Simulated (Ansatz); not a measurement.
**Zincblende alloy of GaAs and InAs (28 of 32 Ga sites exchanged), 64 atoms**

Ansatz, PAW, plane waves. PBEsol relaxation of volume and atoms (shape held) at the single k point (¼, ¼, ¼) without its symmetry partners; single points on the relaxed atoms at the Γ point alone, onto which points of the small cell's zone fold. Arrangement: random. No spin–orbit coupling unless named.

Relaxed structure:

```
Ga In As
1.0
    12.06704    0.00000    0.00000
     0.00000   12.06704    0.00000
     0.00000    0.00000   12.06704
Ga In As
4 28 32
Cartesian
  12.0650 0.0190 12.0312
  12.0659 5.9940 6.0564
  6.0193 6.0212 12.0537
  0.0022 3.0084 9.0458
  0.0011 0.0249 6.0595
  12.0665 6.0013 12.0354
  6.0361 12.0665 12.0654
  6.0289 12.0650 6.0320
  6.0361 6.0324 6.0333
  2.9865 3.0127 12.0422
  2.9657 3.0440 6.0574
  3.0149 9.0468 0.0008
  2.9871 9.0220 6.0410
  9.0784 3.0188 12.0422
  9.1046 3.0463 6.0672
  9.0485 9.0494 0.0077
  9.0800 9.0188 6.0289
  2.9854 0.0066 2.9905
  2.9664 0.0228 9.0795
  3.0142 6.0336 3.0141
  2.9856 6.0068 9.0490
  9.0777 12.0639 2.9872
  9.1017 0.0328 9.0814
  9.0452 6.0396 3.0174
  9.0781 6.0085 9.0537
  0.0046 3.0139 3.0137
  12.0629 9.0489 3.0178
  0.0050 9.0481 9.0456
  6.0274 3.0428 2.9895
  6.0469 3.0435 9.0750
  6.0397 9.0197 2.9853
  6.0286 9.0232 9.0750
  1.4269 1.4463 1.4261
  1.4313 1.5842 7.6192
  1.4948 7.5245 1.4916
  1.4280 7.4586 7.4808
  7.5519 1.5132 1.4932
  7.5629 1.5254 7.5591
  7.4754 7.4565 1.4233
  7.5534 7.5261 7.5465
  4.5611 4.5886 1.4220
  4.5262 4.5240 7.5432
  4.5237 10.5593 1.5087
  4.4874 10.5486 7.5659
  10.5586 4.5268 1.5107
  10.7050 4.5147 7.5750
  10.6351 10.6255 1.4209
  10.5563 10.5588 7.5426
  4.4871 1.5320 4.5149
  4.5280 1.5106 10.5564
  4.5248 7.5421 4.5246
  4.5613 7.4562 10.6206
  10.5581 1.5084 4.5252
  10.7045 1.5364 10.5514
  10.6363 7.4487 4.5939
  10.5605 7.5440 10.5600
  1.4367 4.5934 4.5777
  1.4240 4.4364 10.4727
  1.5017 10.5697 4.5386
  1.4362 10.6102 10.6281
  7.5541 4.5157 4.5372
  7.4916 4.5952 10.6298
  7.5606 10.5331 4.5009
  7.5545 10.5679 10.5519
```

Q: What are the mean bond lengths by pair (pairs within 1.2 times the sum of covalent radii, less contacts 15 % beyond the pair's median; cation–cation pairs of compounds aside; long ionic contacts are cut short by that bound)?

A: As–Ga 2.499 ± 0.014 Å (standard deviation, 16 bonds); As–In 2.630 ± 0.014 Å (standard deviation, 112 bonds).

Q: What gap lies between the top filled and the lowest empty level in the single points?

A: HSE06 0.50 eV (41 s on NVIDIA GB200).
